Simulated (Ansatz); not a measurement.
## Relaxing an invented TaO structure

Level of theory: DFT PBE, scalar-relativistic, plane waves, PAW in Ansatz 0.2.0. Cutoff 420 eV, Gaussian smearing, Γ-centred meshes. Cell and atoms relax first on a coarse mesh and then on a finer one. In between, the cell is made exact in the group found at 0.06 Å. In metals the finer mesh still leaves noise of several meV/atom or more. The steps can't lower the symmetry of their start. No spin polarisation.

A trial structure of TaO was built thus: random cell by space group and Wyckoff sites (P6/mmm, No. 191). Lengths were set from tabulated atomic sizes, so they are only a guess.

```xyz
2
Lattice="2.4933 0.0000 0.0000 -1.2467 2.1593 0.0000 0.0000 0.0000 4.4783" Properties=species:S:1:pos:R:3 pbc="T T T"
Ta    0.0000    0.0000    2.2392
O     0.0000    0.0000    0.0000
```

The zero of energy is the elements' standard structures at the same level (O₂ as a molecule); no fitted shifts are applied.

**Question.** Describe the relaxed structure.

**Answer.** The symmetry stays P6/mmm (No. 191). The volume per atom grows by 30.2 %, from 12.1 to 15.7 Å³. The shortest distance goes from 2.24 Å (Ta–O) to 1.93 Å (Ta–O). The ratio c/a of the conventional cell changes by a factor of 0.70. The energy falls by about 2.2 eV/atom (the start's value is from the coarse mesh). Conventional cell: a = 3.066 Å, c = 3.855 Å. Ta has 2 O at 1.93 Å and 6 Ta at 3.07 Å; O has 2 Ta at 1.93 Å.

```cif
data_structure
_symmetry_space_group_name_H-M 'P6/mmm'
_symmetry_Int_Tables_number 191
_cell_length_a 3.0661
_cell_length_b 3.0661
_cell_length_c 3.8550
_cell_angle_alpha 90.000
_cell_angle_beta 90.000
_cell_angle_gamma 120.000
_cell_volume 31.39
loop_
_atom_site_label
_atom_site_type_symbol
_atom_site_symmetry_multiplicity
_atom_site_Wyckoff_symbol
_atom_site_fract_x
_atom_site_fract_y
_atom_site_fract_z
_atom_site_occupancy
Ta1 Ta 1 b 0.00000 0.00000 0.50000 1
O1 O 1 a 0.00000 0.00000 0.00000 1
```

**Question.** Give its energy and gap.

**Answer.** The formation energy is −1.37 eV/atom and the gap on the 21×21×14 mesh of the 2-atom cell is 0 eV (a metal).

It lies below the elements, which doesn't yet make it stable against other compounds or structures.

The last run used Gaussian smearing of 0.10 eV. These runs have no spin–orbit coupling, which can matter for Ta. An odd number of electrons in the primitive cell allows no gap without spin; a larger cell or a magnetic state could open one. The cell is a metal run without spin; a magnetic state may lie lower. A structure relaxed within its symmetry needn't be a true minimum.
